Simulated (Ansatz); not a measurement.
Relaxed-ion elastic tensor of Os (hcp (Mg type), P6_3/mmc) in GPa (Voigt order), the program Ansatz at the LDA level (PAW); density 23.06 g/cm³, 13.70 Å³ per atom.

```json
[
 {"": "1", "1": "816", "2": "253", "3": "248", "4": "0.0", "5": "0.0", "6": "0.0"},
 {"": "2", "1": "253", "2": "816", "3": "248", "4": "0.0", "5": "0.0", "6": "0.0"},
 {"": "3", "1": "248", "2": "248", "3": "914", "4": "0.0", "5": "0.0", "6": "0.0"},
 {"": "4", "1": "0.0", "2": "0.0", "3": "0.0", "4": "283", "5": "0.0", "6": "0.0"},
 {"": "5", "1": "0.0", "2": "0.0", "3": "0.0", "4": "0.0", "5": "283", "6": "0.0"},
 {"": "6", "1": "0.0", "2": "0.0", "3": "0.0", "4": "0.0", "5": "0.0", "6": "282"}
]
```

Problem. Is the crystal mechanically stable?

Solution. Yes: the smallest eigenvalue of C is 282 GPa.

Problem. Work out the Voigt, Reuss and Hill averages.

Solution. K_V = 449, K_R = 448, K_H = 449; G_V = 289, G_R = 289, G_H = 289 GPa.

Problem. Give Young's modulus, Poisson's ratio, Pugh's ratio and the universal anisotropy index.

Solution. E = 9KG/(3K + G) = 714 GPa; ν = 0.23; K/G = 1.55 (brittle by the Pugh limit of 1.75); A_U = 5G_V/G_R + K_V/K_R − 6 = 0.02.

Problem. Estimate the sound speeds and the Debye temperature.

Solution. v_l = √((K + 4G/3)/ρ) = 6010 m/s, v_t = √(G/ρ) = 3540 m/s, mean 3920 m/s; Θ = (h/k)(3n/4πV)^(1/3) v_m = 488 K.

Problem. How much does each axis shrink under pressure?

Solution. Linear compressibilities β_i = Σ_j S_ij (j = 1 to 3): x 0.78, y 0.78, z 0.67 per TPa.

The LDA relaxation kept the symmetry of its start. The run is not spin-polarised. As this level gives no gap, shear constants depend on the k-mesh and smearing (Fermi–Dirac, 0.1 eV here). Spin–orbit coupling is left out wherever it is not named.

Potentials: the earlier of the program's two PAW sets. The files were generated under PBE; for other functionals the program regenerates the frozen cores, and for LDA and PBEsol the local potential too.
